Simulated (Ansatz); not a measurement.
# Profile along the Mg–Au line in MgAu (CsCl type)

MgAu (CsCl type)

```xyz
2
Lattice="3.2196 0.0000 0.0000 0.0000 3.2196 0.0000 0.0000 0.0000 3.2196" Properties=species:S:1:pos:R:3 pbc="T T T"
Mg     1.6098     1.6098     1.6098
Au     0.0000     0.0000     0.0000
```

Fields along a shortest Mg–Au line of a {110} plane (2.79 Å), from Mg to Au, interpolated on the slice's grid (step about 0.2 Å). Calculation: LDA (plane waves to 420 eV, PAW, scalar-relativistic; Ansatz, a first-principles code). k mesh 14×14×14. Near the nuclei the fields are pseudised (PAW); where an atom keeps semicore shells as valence, they peak there. MgAu was relaxed with its symmetry unable to fall. Spin-orbit coupling is left out, though Au is heavy.

| distance from Mg (Å) | valence electron density (e/Å³) | electron localisation function |
|---|---|---|
| 0.00 | 31.35 | x |
| 0.14 | 27.28 | x |
| 0.28 | 17.68 | x |
| 0.42 | 8.26 | x |
| 0.56 | 2.65 | 0.41 |
| 0.70 | 0.62 | 0.21 |
| 0.84 | 0.22 | 0.06 |
| 0.98 | 0.16 | 0.06 |
| 1.12 | 0.16 | 0.17 |
| 1.26 | 0.19 | 0.32 |
| 1.40 | 0.25 | 0.37 |
| 1.53 | 0.34 | 0.35 |
| 1.67 | 0.54 | 0.35 |
| 1.81 | 0.91 | 0.38 |
| 1.95 | 1.93 | 0.45 |
| 2.09 | 3.85 | 0.51 |
| 2.23 | 6.25 | 0.56 |
| 2.37 | 9.06 | x |
| 2.51 | 11.91 | x |
| 2.65 | 14.21 | x |
| 2.79 | 15.22 | x |

x: too close to a nucleus for the ELF to mean much.

Density on the Mg–Au line (2.79 Å) at its density minimum, 1.0 Å from Mg: 0.16 e/Å³. ELF at that point: 0.1.
